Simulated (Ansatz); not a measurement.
# KTaO3 — electric field gradients

The cell is a COD entry, its atoms then relaxed with PBE in this cell.

```
K Ta O
1.0
     3.98830    0.00000    0.00000
     0.00000    3.98830    0.00000
     0.00000    0.00000    3.98830
K Ta O
1 1 3
Cartesian
  1.9942 1.9942 1.9942
  0.0000 0.0000 0.0000
  1.9942 0.0000 0.0000
  0.0000 1.9942 0.0000
  0.0000 0.0000 1.9942
```

Sites (sets of like atoms) are named by element and the number of their first atom in this list.

All values are calculated (Ansatz; DFT, r2SCAN, plane waves and PAW, scalar-relativistic, 500 eV cutoff, Γ-centred 5×5×5 k-points, Fermi–Dirac smearing 0.02 eV), not measured.

Conventions: |V_zz| ≥ |V_yy| ≥ |V_xx|, η = (V_xx − V_yy)/V_zz, C_Q = eQV_zz/h. Directions are in the Cartesian axes of the cell vectors above, for the atom listed; none is given where the gradient is under 0.02 or η is above 0.95.

(1) Which values are expected at the nuclei?

Answers

(1) 

```tsv
site	first atom	first shell	V_zz (10²¹ V/m²)	η	direction of V_zz (x, y, z)
K	1	12 O at 2.82 Å	0.00	–	–
Ta	2	6 O at 1.99 Å	0.00	–	–
O	3	2 Ta at 1.99 Å, angle 180°; also 4 K at 2.82 Å	2.48	0.00	1.00 0.00 0.00
```

An axis of threefold or higher order runs through O, so V_zz lies along it and η is zero. K and Ta sit on a cubic site, where every gradient vanishes.

Without spin–orbit coupling the gradients at and beside Ta can be off by some per cent, at some sites by more.
